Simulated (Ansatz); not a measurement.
Te2Mo in space group P6_3/mmc (No. 194; Te on 4f, Mo on 2c) at seven volumes, r²SCAN+D4 (plane waves, PAW; program Ansatz), shape and atoms relaxed at each. One row is withheld.

```tsv
V (Å³/atom)	P (GPa)
23.551	?
24.328	2.60
25.104	1.10
25.881	0.00
26.657	-0.73
27.433	-1.16
28.210	-1.38
```

Question: Fit the shown pressures and predict the withheld one.

Answer: Third-order Birch–Murnaghan: P = (3/2)B₀(x^(7/2) − x^(5/2))[1 + (3/4)(B′ − 4)(x − 1)] with x = (V₀/V)^(2/3). Least squares on the six rows gives V₀ = 25.883 Å³/atom, B₀ = 29.41 GPa, B′ = 12.36. At V = 23.551, x = 1.0650 and P = 4.72 GPa. The run itself gave 4.61 GPa.

The cell was relaxed with r²SCAN+D4 under the symmetry of its start. The run is not spin-polarised. Spin–orbit coupling is left out wherever it is not named.

Potentials: the earlier of the program's two PAW sets.
